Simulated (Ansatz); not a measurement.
InTe (rock salt, Fm-3m) under volume change, the program Ansatz at the LDA level (PAW), scaled uniformly.

```csv
V (Å³/atom),E − E(relaxed) (meV/atom),P (GPa)
25.777,45.5,6.25
26.626,19.1,3.80
27.476,[?],[?]
28.326,0.0,0.00
29.176,[?],[?]
30.025,14.9,-2.66
30.875,31.8,-3.68
```

Problem. Complete the blanks.

Solution. 
- 29.176, E − E(relaxed) (meV/atom): 4.0
- 29.176, P (GPa): -1.45
- 27.476, E − E(relaxed) (meV/atom): 4.5
- 27.476, P (GPa): 1.75

Problem. What does a third-order Birch–Murnaghan fit give for V₀, B₀ and B′?

Solution. V₀ = 28.33 Å³/atom, B₀ = 52.7 GPa, B′ = 4.8.

The first step of the workflow began from a Materials Project structure, measured or hypothetical; the Crystallography Open Database files this formula in space group No. 225, but the cells were not matched. Its standing as an ambient phase is unchecked. Symmetry was held in the LDA relaxation; whether a distortion lowers the energy is not shown. Scalar-relativistic: spin–orbit coupling is off unless named, which matters more the heavier the elements.

Potentials: the later of the program's two PAW sets.
